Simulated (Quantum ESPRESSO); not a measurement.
# Strain and stress in Si3AlC3N

Calculated results; nothing here was measured. They come from pw.x of Quantum ESPRESSO 7.5, a plane-wave density functional program, with PseudoDojo standard norm-conserving files (v0.5 for PBE, v0.4.1 for LDA and PBEsol). The cells are made up: elements, strain and atom displacements were drawn at random, and nothing was relaxed. There is no spin polarisation, spin-orbit coupling or dispersion term.

The cell has 8 sites of a zincblende or diamond lattice. Sites 1 to 4 hold Si Si Al Si; sites 5 to 8 hold C C N C. Cell vectors in Å: (4.280, 0.049, 0.018); (0.049, 4.337, 0.018); (0.018, 0.018, 4.367). Settings: PBE, cutoff 1143 eV, 4 x 4 x 4 k mesh shifted by half a step, Fermi-Dirac smearing of 0.025 eV.

Each run adds the same strain along x and y to one cell, with the atoms carried along; the vectors above are those of run 3. Stress is positive in tension and P is minus a third of its trace. E is the free energy for each atom above the lowest run shown. The last column is band 17 less band 16 at Gamma, from a band step after each run.

```
run,strain (%),s_xx (GPa),s_yy (GPa),s_zz (GPa),s_xy (GPa),P (GPa),E (meV/atom),level step at Gamma (eV)
1,-1.26,-27.90,-23.42,-18.54,15.40,23.29,68.95,0.884
2,-0.38,-22.44,-17.93,-15.09,14.26,18.49,43.62,0.878
3,0.11,-19.55,-15.04,-13.28,13.66,15.96,32.10,0.874
4,0.66,-16.44,-11.92,-11.35,13.00,13.24,21.12,0.869
5,1.19,-13.56,-9.04,-9.58,12.39,10.73,12.49,0.863
7,2.36,-7.61,-3.09,-5.95,11.13,5.55,0.00,0.848
6,1.62,?,?,?,?,?,?,?
```

A rerun of one of these cells at 1437 eV and k mesh 6 x 6 x 6 moved values by no more than 0.005 eV in the cell's energy, 0.03 GPa in stress and 0.004 eV/Å in force.

## Worked fit

A parabola through the six runs shown gives s_xx = -20.20 + 5.84 e - 0.215 e² GPa, with e in per cent and a scatter of 0.01 GPa. The slope is a stiffness of 584 ± 1 GPa for each unit of this strain at e = 0, the sum of the responses of s_xx to strain along x and along y. The atoms are clamped, and relaxing them would in general lower it. The error is the larger of the fit's own and the change that a cubic makes, rounded up.

## Withheld run

Question: what s_xx should run 6 give?

The fit gives -11.30 GPa. The calculation gave -11.31 GPa.

```
run  strain (%)  s_xx (GPa)  s_yy (GPa)  s_zz (GPa)  s_xy (GPa)  P (GPa)  E (meV/atom)  level step at Gamma (eV)
  6        1.62      -11.31       -6.78       -8.20       11.91     8.76          6.90                     0.858
```